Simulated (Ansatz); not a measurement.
Nb (diamond, Fd-3m) under volume change, PBE in the plane-wave PAW code Ansatz, scaled uniformly.

| V (Å³/atom) | E − E(relaxed) (meV/atom) | P (GPa) |
|---|---|---|
| 23.406 | 51.2 | 7.79 |
| 24.178 | 21.3 | 4.70 |
| 24.949 | 5.0 | 2.14 |
| 25.721 | 0.0 | 0.00 |
| 26.493 | 4.5 | -1.84 |
| 27.264 | 17.4 | -3.44 |
| 28.036 | 37.3 | -4.79 |

What does a third-order Birch–Murnaghan fit give for V₀, B₀ and B′?

V₀ = 25.71 Å³/atom, B₀ = 67.0 GPa, B′ = 4.5.

The start of the workflow was typed in or built on a structure type; neither database checked (COD, Materials Project) lists it. It is not the phase usual at ambient conditions (space group No. 229). The cell was relaxed with PBE under the symmetry of its start; whether a distortion lowers the energy is not shown. No spin polarisation was allowed.

Potentials: the later of the program's two PAW sets.
